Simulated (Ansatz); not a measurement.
H4NF:
```xyz
12
Lattice="4.4201 0.0000 0.0000 -2.2101 3.8279 0.0000 0.0000 0.0000 7.1342" Properties=species:S:1:pos:R:3 pbc="T T T"
H      2.2101     0.2946     6.5856
H      0.8499     2.0613     3.0185
H      3.0599     1.7667     6.5856
H      0.0000     3.5333     3.0185
H      1.3602     1.7667     6.5856
H     -0.8499     2.0613     3.0185
H      0.0000     2.5520     1.6339
H      2.2101     1.2760     5.2010
N      0.0000     2.5520     2.6741
N      2.2101     1.2760     6.2412
F      0.0000     2.5520     7.1133
F      2.2101     1.2760     3.5462
```

Cartesian axes are those of the cell as given.

Question: Give the high-frequency dielectric tensor and the Born effective charge tensors of the independent atoms from DFPT, r²SCAN+D4 (plane waves, PAW; program Ansatz).

Answer: 
ε∞:
```
1.74  0.00  0.00
0.00  1.74  0.00
0.00  0.00  1.75
```
Z* of atom 1 (H), rows: field, columns: displacement, in e:
```
 0.19   0.00   0.00
 0.00   1.06  -0.29
 0.00  -0.29   0.30
```
Z* of atom 7 (H), rows: field, columns: displacement, in e:
```
0.20  0.00  0.00
0.00  0.20  0.00
0.00  0.00  1.17
```
Z* of atom 9 (N), rows: field, columns: displacement, in e:
```
-0.80   0.00   0.00
 0.00  -0.80   0.00
 0.00   0.00  -0.81
```
Z* of atom 11 (F), rows: field, columns: displacement, in e:
```
-1.27   0.00   0.00
 0.00  -1.27   0.00
 0.00   0.00  -1.27
```

Static charges for comparison (Bader): H1 +0.52, H7 +0.52, N9 -1.28, F11 -0.82 e. Born charges measure polarisation by displacement and can exceed these by far.

Space group P6_3mc. The first step of the workflow began from a Materials Project structure, measured or hypothetical; the Crystallography Open Database files this formula in space group No. 186, but the cells were not matched. Whether it is the stable phase at ambient conditions was not checked. The cell was relaxed with r²SCAN+D4 under the symmetry of its start; whether a distortion lowers the energy is not shown.

Potentials: the later of the program's two PAW sets.
